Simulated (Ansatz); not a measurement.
BaGaGeH in space group P3m1 (No. 156; Ba on 1b, Ga on 1a, Ge on 1c, H on 1a) under volume change, r²SCAN in the plane-wave PAW code Ansatz, shape and atoms relaxed at each volume.

```tsv
V (Å³/atom)	E − E(relaxed) (meV/atom)	P (GPa)
19.355	30.3	5.49
19.993	12.8	3.38
20.631	3.0	1.56
21.269	0.0	0.01
21.907	2.7	-1.33
22.545	10.3	-2.46
23.183	22.1	-3.43
```

**Question.** What does a third-order Birch–Murnaghan fit give for V₀, B₀ and B′?

**Answer.** V₀ = 21.27 Å³/atom, B₀ = 47.7 GPa, B′ = 4.2.

The first step of the workflow began from a Materials Project structure, measured or hypothetical; the Crystallography Open Database files this formula in space group No. 156, but the cells were not matched. Its standing as an ambient phase is unchecked. The cell was relaxed with r²SCAN under the symmetry of its start; whether a distortion lowers the energy is not shown. Spin–orbit coupling is left out wherever it is not named.

Potentials: the later of the program's two PAW sets.
